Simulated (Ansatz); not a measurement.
TiC, DFT, PBEsol, PAW with Ansatz's default frozen-core files, scalar-relativistic (Ansatz 0.2.0), run on 1 thread of Arm Neoverse V1 on a shared host.

The geometry is COD entry 9012564, unchecked; take it as a test cell. The listed cell was then made from it by scaling, straining or moving an atom.

Command: `ansatz run input.yaml --threads 1 --pin off --max-ram 3072MiB --backend cpu --events-out ev --progress --plain --runs-dir out`

```yaml
crystal:
  lattice:
    - [0.0, 2.1494760724, 2.1494760724]
    - [2.1494760724, 0.0, 2.1494760724]
    - [2.1494760724, 2.1494760724, 0.0]
  atoms:
    - { symbol: Ti, position: [0.0, 0.0, 0.0] }
    - { symbol: C, position: [0.5, 0.5, 0.5] }
kpoints:
  mp_grid: { grid: [16, 16, 16] }
scf:
  occupations: { method: fermi_dirac, width: 0.03 }
hamiltonian:
  xc: pbesol
  pseudopotentials: { kind: paw }
output:
  forces: true
  stress: true
  eigenvalues: true
  efg: { contact_densities: true }
  write_density: true
  write_potential: true
  elf: true
  volumetric_format: npy
```

(1) How large is the problem that the program sets up?

(2) About how long does it take, and how much memory does it use?

(3) And the same cell and mesh by crystal-made all-electron datasets, asked for forces, stress, eigenvalues, efg, on the same hardware?

Answers

(1) 145 irreducible k-points, 387 plane waves at Γ, 12 bands.

(2) 4.7 s of wall time for 6 SCF iterations, with a peak of 0.35 GiB. Times on shared machines scatter by tens of per cent.

(3) 13 s, peak memory 0.48 GiB.
